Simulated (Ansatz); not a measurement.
**MnAs (zincblende structure)**

Level of theory: DFT, PBEsol, scalar-relativistic, collinear spin; plane waves to 420 eV with PAW datasets (Ansatz 0.2.0), Γ-centred 12×12×12 mesh, 0.05 eV Gaussian smearing; PAW files: Ansatz's generated set soft_2.

```xyz
2
Lattice="0.0000 2.7484 2.7484 2.7484 0.0000 2.7484 2.7484 2.7484 0.0000" Properties=species:S:1:pos:R:3 pbc="T T T"
Mn    0.0000    0.0000    0.0000
As    1.3742    1.3742    1.3742
```

This is a trial structure; measured cells of the compound in the Crystallography Open Database are in space group Pnma.

Magnetic state: ferromagnetic, site spin moments Mn 3.12; As -0.13 μB.

The cell above was scaled in volume, its shape and atoms being fixed by the lattice's symmetry. Energies are counted from the cell above.

The cell is relaxed to zero pressure at this level.

| V (Å³/atom) | ΔE (meV/atom) | P (GPa) | largest moment (μB) |
| --- | --- | --- | --- |
| 19.93 | 6.9 | 2.8 | 3.00 |
| 20.35 | 1.3 | 1.3 | 3.06 |
| 20.76 | 0.0 | 0.0 | 3.12 |
| 21.18 | 1.2 | -0.8 | 3.22 |
| 21.59 | ? | ? | ? |

(1) Fill in the withheld row.

(2) Can a bulk modulus be trusted from these points?

Answers:

(1) ΔE (meV/atom): 3.8, P (GPa): -1.3, largest moment (μB): 3.33.

(2) No. The energies are smooth (scatter 0.01 meV/atom), but the fit's B0′ of 24.9 is out of the usual range: the curve is too flat or too lopsided over this range, or mesh noise enters, and a third-order form can't fix it.

The moment grows with the volume: wider spacing narrows the bands, and exchange then polarises them more fully.

The run wasn't fully tested for a lower electronic state. Site moments are of spin, integrated over atomic spheres. Only parallel moments were tried, so the real magnetic order may be another. The run is a metal.
